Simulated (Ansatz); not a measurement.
## What DFT gives for LiFeIr

```
CELL_PARAMETERS angstrom
3.53777 0.00000 0.00000
0.00000 3.53777 0.00000
0.00000 0.00000 5.92955
ATOMIC_POSITIONS crystal
Ir 0.25000 0.25000 0.23626
Ir 0.75000 0.75000 0.76374
Fe 0.75000 0.25000 0.00000
Fe 0.25000 0.75000 0.00000
Li 0.25000 0.25000 0.65500
Li 0.75000 0.75000 0.34500
```

The numbers come from plane-wave PAW DFT (Ansatz): PBE, no spin polarisation, 420 eV, 10×10×6 Γ-centred k points, fermi-dirac occupations (width 0.1 eV). Nothing was relaxed.

(1) What happens at the Fermi level?

(2) Is the cell too large or too small?

(3) Which atom feels the largest force, and which way?

(4) Describe some of the short contacts.

Origin: a known structure type with other elements, at an estimated volume, so it need not be a known compound. Caveats: no spin polarisation, so a magnetic state may lie lower; atoms or cell far from equilibrium.

Answers

(1) It is a metal, with about 8.9 states/eV a cell as the mean within 0.25 eV of the Fermi level, mostly Fe d (54 %) and Ir d (38 %).

(2) The pressure is 32.8 GPa (compression positive), so with the atoms held at these fractions the cell would first expand; the forces are large, so a full relaxation may end otherwise. The principal stresses 30.6, 30.6, 37.4 GPa differ, so its shape would change too.

(3) The largest is on Ir1 (and as large on other atoms): 4.77 eV/Å, components (0.00, 0.00, 4.77). It makes 128° with the line to a nearest neighbour, Fe3 at 2.26 Å.

(4) Ir–Fe at 2.26 Å: least valence density 0.76 e/Å³ and ELF 0.31 there. Ir–Li at 2.48 Å: least valence density 0.15 e/Å³ and ELF 0.03 there. Fe–Fe at 2.50 Å: least valence density 0.39 e/Å³ and ELF 0.31 there. These are pseudo-fields; inside the PAW spheres they differ from the all-electron ones.
